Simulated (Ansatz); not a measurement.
The relaxed structure here is a generated cell of ZnCu: the first start was made by placing the elements on the sites of a structure type, and the end was not matched to a known phase here, so it may be hypothetical. Known forms of ZnCu include space group No. 221.

One stationary structure of ZnCu. These are PBEsol (plane waves to 420 eV, PAW, scalar-relativistic; Ansatz, a program for electronic structure) values and carry that method's errors.

```cif
data_Cu4Zn4
_chemical_formula_sum 'Zn4 Cu4'
_space_group_name_H-M_alt 'P 1'
_space_group_IT_number 1
_cell_length_a 9.13804
_cell_length_b 9.13804
_cell_length_c 9.13804
_cell_angle_alpha 157.853
_cell_angle_beta 157.853
_cell_angle_gamma 31.522
loop_
_space_group_symop_operation_xyz
  'x, y, z'
loop_
_atom_site_label
_atom_site_type_symbol
_atom_site_fract_x
_atom_site_fract_y
_atom_site_fract_z
_atom_site_occupancy
Zn1 Zn 0.31345 0.31345 0.00000 1
Zn2 Zn 0.43655 0.93655 0.50000 1
Zn3 Zn 0.68655 0.68655 0.00000 1
Zn4 Zn 0.06345 0.56345 0.50000 1
Cu1 Cu 0.17437 0.17437 0.00000 1
Cu2 Cu 0.57563 0.07563 0.50000 1
Cu3 Cu 0.82563 0.82563 0.00000 1
Cu4 Cu 0.92437 0.42437 0.50000 1
```

Find the space group and the Wyckoff positions (tolerance 0.01 Å).

Space group I4₁/amd, origin choice 1 (No. 141); a = b = 3.510 Å, c = 17.589 Å, α = β = γ = 90.00°

| atom | site | symmetry | x | y | z |
|---|---|---|---|---|---|
| Zn | 8e | 2mm. | 0.0000 | 0.0000 | 0.3135 |
| Cu | 8e | 2mm. | 0.0000 | 0.0000 | 0.1744 |

Give the shortest distances between elements (the closest pairs, up to four, under 3.6 Å).

Cu–Zn 2.45 Å; Cu–Cu 2.47 Å; Zn–Zn 2.79 Å.

The volume per atom is 13.55 Å³ and the band gap is no gap (metallic).

No spin polarisation in the result.

The run could not lose the symmetry of its start, so the end can be a saddle point.
